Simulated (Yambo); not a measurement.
CdO$_{2}$H$_{2}$ (space group P1, No. 1), G0W0@PBEsol in Yambo with this input:

```
rim_cut
gw0
dyson
el_el_corr
HF_and_locXC
ppa
em1d
RandQpts= 1000000
RandGvec= 1 Ry
EXXRLvcs= 102 Ry
VXCRLvcs= 408 Ry
Chimod= "HARTREE"
% BndsRnXp
 9 | 200 |
%
NGsBlkXp= 8 Ry
% LongDrXp
 1.0 | 1.0 | 1.0 |
%
PPAPntXp= 27.2114 eV
% GbndRnge
 1 | 200 |
%
GTermKind= "BG"
DysSolver= "n"
ExtendOut
```

On a 4×2×2 mesh, with wavefunctions cut at 102 Ry, the gap ((0, 0, -0.5) → Γ) is 3.372 eV and the valence edge shifts by -0.993 eV.

What happens with this change: 2 Ry block?

The gap rises by 0.140 eV, to 3.512 eV; the shift of the valence edge becomes -1.229 eV. Neither run is shown to be the converged limit.

Spin-orbit coupling is not included.

Geometry of the Materials Project entry, not relaxed at this level; primitive cell a = 3.4337 Å, b = 5.7024 Å, c = 6.0529 Å, α = 117.45°, β = 105.77°, γ = 91.21°.

The structure is a Materials Project entry; no match was found in the copy of COD used, and its stability was not checked.

A shift is the quasiparticle energy of the state minus its PBEsol energy.
